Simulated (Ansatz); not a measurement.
Here is the system:

MgO:
```cif
data_MgO
_chemical_formula_sum 'Mg1 O1'
_space_group_name_H-M_alt 'Pm-3m'
_space_group_IT_number 221
_space_group_name_Hall '-P 4 2 3'
_cell_length_a 2.62341
_cell_length_b 2.62341
_cell_length_c 2.62341
_cell_angle_alpha 90.000
_cell_angle_beta 90.000
_cell_angle_gamma 90.000
loop_
_atom_site_label
_atom_site_type_symbol
_atom_site_symmetry_multiplicity
_atom_site_Wyckoff_symbol
_atom_site_fract_x
_atom_site_fract_y
_atom_site_fract_z
_atom_site_occupancy
Mg1 Mg 1 a 0.00000 0.00000 0.00000 1
O1 O 1 b 0.50000 0.50000 0.50000 1
```

This is the r²SCAN-relaxed structure.

Question: All from DFT-r²SCAN in the program Ansatz with PAW potentials, unless another level is named. Give the smallest direct gap on the standard path.

Answer: 4.54 eV.

Question: Predict the formation energy from the elements (no fitted shifts).

Answer: -207 kJ/mol of atoms.

Question: Predict the band gap.

Answer: 3.49 eV (indirect).

Question: Next, the conduction-band minimum?

Answer: at Γ.

Question: What about the weight of the conduction-edge state by species (Voronoi cells)?

Answer: Mg 58 %, O 42 %.

Question: What about the valence-band maximum?

Answer: at M.

This is a known high-pressure phase of the composition, computed here at zero pressure and temperature. The cell was relaxed with r²SCAN under the symmetry of its start. At this level the phase is mechanically unstable. The references are the lowest solids computed at this level, not always the standard phases (solids in place of the gases).

Potentials: the later of the program's two PAW sets.
